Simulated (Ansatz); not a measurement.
Sb₂S₃:
```
CELL_PARAMETERS angstrom
     11.16145     0.00000     0.00000
      0.00000     3.84509     0.00000
      0.00000     0.00000    10.94246
ATOMIC_POSITIONS crystal
  Sb 0.47894 0.25000 0.32626
  Sb 0.02106 0.75000 0.82626
  Sb 0.97894 0.25000 0.17374
  Sb 0.52106 0.75000 0.67374
  Sb 0.34555 0.75000 0.03435
  Sb 0.15445 0.25000 0.53435
  Sb 0.84555 0.75000 0.46565
  Sb 0.65445 0.25000 0.96565
  S  0.28881 0.25000 0.19367
  S  0.21119 0.75000 0.69367
  S  0.78881 0.25000 0.30633
  S  0.71119 0.75000 0.80633
  S  0.55066 0.75000 0.12664
  S  0.94934 0.25000 0.62664
  S  0.05066 0.75000 0.37336
  S  0.44934 0.25000 0.87336
  S  0.37547 0.75000 0.44139
  S  0.12453 0.25000 0.94139
  S  0.87547 0.75000 0.05861
  S  0.62453 0.25000 0.55861
```

Relaxed with PBE+D3(BJ). Special points in fractions of this cell's reciprocal vectors: Γ (0.000, 0.000, 0.000); X (0.500, 0.000, 0.000); S (0.500, 0.500, 0.000); Y (0.000, 0.500, 0.000); Z (0.000, 0.000, 0.500); U (0.500, 0.000, 0.500); R (0.500, 0.500, 0.500); T (0.000, 0.500, 0.500).

**Question.** List the band energies nearest the valence-band maximum at these points for plane-wave PAW PBE+D3(BJ) (Ansatz code).

**Answer.** In eV from the valence-band maximum; about four levels below and three above (degenerate sets whole), none deeper than 8.9 eV; points with the same levels are listed once.

| k | below | above |
|---|---|---|
| Γ | -0.29 -0.26 -0.17 0.00 | 1.21 1.53 1.55 |
| X | -0.19 -0.19 -0.06 -0.06 | 1.50 1.50 1.71 1.71 |
| S | -0.41 -0.41 -0.41 -0.41 | 2.17 2.17 2.17 2.17 |
| Y | -0.67 -0.67 -0.14 -0.14 | 1.94 1.94 2.16 2.16 |
| Z | -0.23 -0.23 -0.15 -0.15 | 1.27 1.27 2.06 2.06 |
| U | -0.37 -0.37 -0.36 -0.36 | 1.33 1.33 2.06 2.06 |
| R | -0.84 -0.84 -0.84 -0.84 | 1.97 1.97 1.97 1.97 |
| T | -0.79 -0.79 -0.50 -0.50 | 1.75 1.75 1.95 1.95 |

Space group Pnma. Symmetry was held in the PBE+D3(BJ) relaxation. Scalar-relativistic: spin–orbit coupling is off unless named, which matters more the heavier the elements.

Potentials: the later of the program's two PAW sets.
